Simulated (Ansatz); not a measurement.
## ZrIn: energy along a strain

ZrIn, P4/mmm, a = 3.141 Å, c = 4.454 Å (as given, not relaxed at this level: -3.2 GPa). The structure is a Materials Project entry; whether it is the stable form wasn't checked. Ansatz: PBEsol, PAW, 420 eV, Γ-centred 16×16×12 mesh on 2 atoms, Gaussian smearing 0.15 eV; no spin polarisation. Cell vectors (Å): 3.141 0.000 0.000; 0.000 3.141 0.000; 0.000 0.000 4.454. The cell is strained by x per cent times the pattern (0 0 1 0 0 0) in the order xx yy zz yz xz xy (engineering shears), with fractional coordinates held. y is the free energy over the start, V0 = 21.967 Å³/atom.

| x (%) | y (meV/atom) |
| --- | --- |
| -4.00 | -4.51 |
| -3.00 | -6.38 |
| -2.00 | -6.21 |
| 0.00 | 0.00 |
| 1.00 | 5.88 |
| 2.00 | ? |
| 3.00 | 22.77 |
| 4.00 | 33.58 |

**Question.** Fit y = c1 x + c2 x² + c3 x³ to the other rows, get the stiffness along the pattern, and predict the missing energy.

**Answer.** Least squares on the rows shown. y = 4.9811 x + 0.90899 x² − 0.013733 x³. The clamped-ion stiffness p·C·p = 2 × 9.090 eV × 160.2 / 21.967 Å³ = 133 GPa, which is C33 in these axes (second derivative at the start, which stands under stress). At x = 2.00 the fit asked for gives 13.49 meV/atom. The run gave 13.50 meV/atom, so the fit is 0.01 meV/atom too low, within the rms miss on the fitted rows (0.01 meV/atom).